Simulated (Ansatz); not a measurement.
A generator proposed this cell of Li₃Dy.

```
Li Dy
1.0
     4.43414    0.00000    0.00000
     0.00000    4.43414    0.00000
     0.00000    0.00000    3.11624
Li Dy
3 1
Direct
  0.50000 0.50000 0.00000
  0.50000 0.00000 0.50000
  0.00000 0.50000 0.50000
  0.00000 0.00000 0.00000
```

Computed with DFT PBE, scalar-relativistic, plane waves, PAW, and for the lanthanide a 4f-in-core norm-conserving potential (Ansatz). Plane waves to 630 eV, a k mesh through Γ of 4×4×6 on the computed 4-atom cell and Gaussian smearing (0.10 eV); no spin polarisation.

The zero of energy is the elements' standard structures at the same level; no fitted shifts are applied.

Question: Estimate its pressure, forces and energy as it stands.

Answer: The pressure is 17.8 GPa (the mean over three directions, positive in compression), the largest force is 0.00 eV/Å (symmetry fixes the atoms), and the energy is +0.54 eV/atom against the elements. The shortest distance is 2.71 Å.

Question: Is it a good guess?

Answer: A rough one: relaxing gains about 0.36 eV/atom (the start's value is from the coarse mesh, so the gain is rough) in 14 ionic steps and ends at +0.18 eV/atom on the finer mesh. The symmetry stays P4/mmm (No. 123). The volume per atom grows by 55.4 %, from 15.3 to 23.8 Å³. The shortest distance goes from 2.71 Å (Li–Dy and Li–Li) to 3.15 Å (Li–Dy and Li–Li). The ratio c/a of the conventional cell changes by a factor of 0.87. Conventional cell: a = 5.380 Å, c = 3.289 Å. Li on a site of symmetry 4/mmm is surrounded by 10 Li at 3.15–3.29 Å and 4 Dy at 3.80 Å; Li on a site of symmetry mmm is surrounded by 4 Dy at 3.15 Å, 6 Li at 3.15–3.29 Å and 4 Li at 3.80 Å; Dy is surrounded by 8 Li at 3.15 Å, 2 Dy at 3.29 Å and 4 Li at 3.80 Å.

The last run used a 10×10×14 mesh (in the run's order of axes) for its 4-atom cell and Gaussian smearing of 0.10 eV. The relaxation can't lower the symmetry of the start, and the grade says only how near the guess is to its own end. A structure relaxed within its symmetry needn't be a true minimum. Another cell of Li3Dy relaxed alike, in P4/mmm, lies 75 meV/atom lower, so this cell isn't the stable form at this level.

The lanthanide is trivalent by construction, without f bands, f moments or other valences. The reference runs of the other elements, and any phases without the lanthanide, used 420 eV, which shifts energies against them by under 10 meV/atom. The lanthanide's reference is the lowest of its hcp, dhcp and fcc cells.
